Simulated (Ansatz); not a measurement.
The end point of a relaxation of AlN. Space group P6₃mc (No. 186), wurtzite type. Computed with PBEsol (plane waves to 420 eV, PAW, scalar-relativistic; Ansatz, an electronic-structure program).

```cif
data_Al2N2
_chemical_formula_sum 'Al2 N2'
_space_group_name_H-M_alt 'P 1'
_space_group_IT_number 1
_cell_length_a 3.11387
_cell_length_b 3.11387
_cell_length_c 4.98352
_cell_angle_alpha 90.000
_cell_angle_beta 90.000
_cell_angle_gamma 120.000
loop_
_space_group_symop_operation_xyz
  'x, y, z'
loop_
_atom_site_label
_atom_site_type_symbol
_atom_site_fract_x
_atom_site_fract_y
_atom_site_fract_z
_atom_site_occupancy
Al1 Al 0.33333 0.66667 0.99640 1
Al2 Al 0.66667 0.33333 0.49640 1
N1 N 0.33333 0.66667 0.37840 1
N2 N 0.66667 0.33333 0.87840 1
```

| Property | Value |
|---|---|
| Volume per atom | 10.46 Å³ |
| Band gap | 4.09 eV, direct at Γ (no spin-orbit coupling) |
| Shortest distances | Al–N 1.89 Å; Al–Al 3.07 Å; N–N 3.07 Å |
| k-mesh | 12×12×7 |

Band energies at high-symmetry points (eV from the VBM; labels of this space group; no spin-orbit coupling), from −5 eV up to 7.4 eV:

```tsv
point	energies
Γ	-0.88 -0.88 -0.22 -0.22 0.00 4.09 6.54
M	-4.20 -3.37 -2.11 -1.80 -0.70 5.67 5.67
K	-4.88 -3.82 -3.82 -2.48 -2.41 -2.41 4.89
A	-3.36 -3.36 -0.56 -0.56 -0.56 -0.56 6.35 6.35
L	-1.49 -1.49 -1.38 -1.38 5.17 5.17
H	-4.88 -4.88 -3.91 -3.91 -0.80 -0.80 7.28 7.28
```

No spin polarisation in the result.

Measured for AlN: a 3.1113 Å (0 K or low temperature; as listed in arXiv:1206.3780); c 4.9793 Å (0 K or low temperature; as listed in arXiv:1206.3780); gap 6.51 eV (static lattice; corrected from measurement; as listed in Martin Feneberg et al., Physical Review B (2010)). Computed minus measured — a: PBEsol +0.1 %; c: PBEsol +0.1 %; gap: PBEsol -2.42 eV. The computed values are for a static lattice, and a measured gap can be an optical one, lowered by exciton binding.

The run could not lose the symmetry of its start.
